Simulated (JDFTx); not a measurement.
Au(110) slab cut from bulk Au (space group Fm-3m, indices of the conventional cell, lattice of the Materials Project entry mp-81, not re-optimised): 8 atoms in 8 planes, a 1x1 cell of 12.30 Å² (|a| = 2.950, |b| = 4.171 Å), 10.1 Å between the outermost planes, cell height 26.3 Å, 8×6×1 k mesh, Fermi smearing 0.01 Ha, no spin polarisation.

Level of theory: PBE, GBRV ultrasoft potentials, plane waves to 20/100 Ha; code: a modified build of JDFTx. Liquid on both sides: CANDLE, water, 0.5 M NaCl; nuclei fixed, outer atoms relaxed in vacuum. SHE scale: U = −μ/e − 4.44 V, by convention. The surface is an ideal bare cut with both faces alike: no reconstruction, overlayer or explicit solvent molecules. On the negative side CANDLE's cavity feels the periodic box, so those points shift with the cell height.

```tsv
U (V vs SHE)	μ (eV)	excess electrons per cell	σ (μC/cm², per face)	run
-0.45	-3.99	0.377	-24.5	fixed potential
-0.25	-4.19	0.307	-20.0	fixed potential
-0.05	-4.39	0.179	-11.7	fixed potential
0.25	-4.69	0.000	0.0	neutral
0.40	-4.84	[?]	[?]	fixed potential
0.75	-5.19	-0.091	5.9	fixed potential
[?]	[?]	-0.123	8.0	fixed charge
```

Q: Fill in the missing entries, row by row.

A: 
- 0.40, excess electrons per cell: -0.026
- 0.40, σ (μC/cm², per face): 1.7
- row 7, U (V vs SHE): 0.92
- 0.92, μ (eV): -5.36
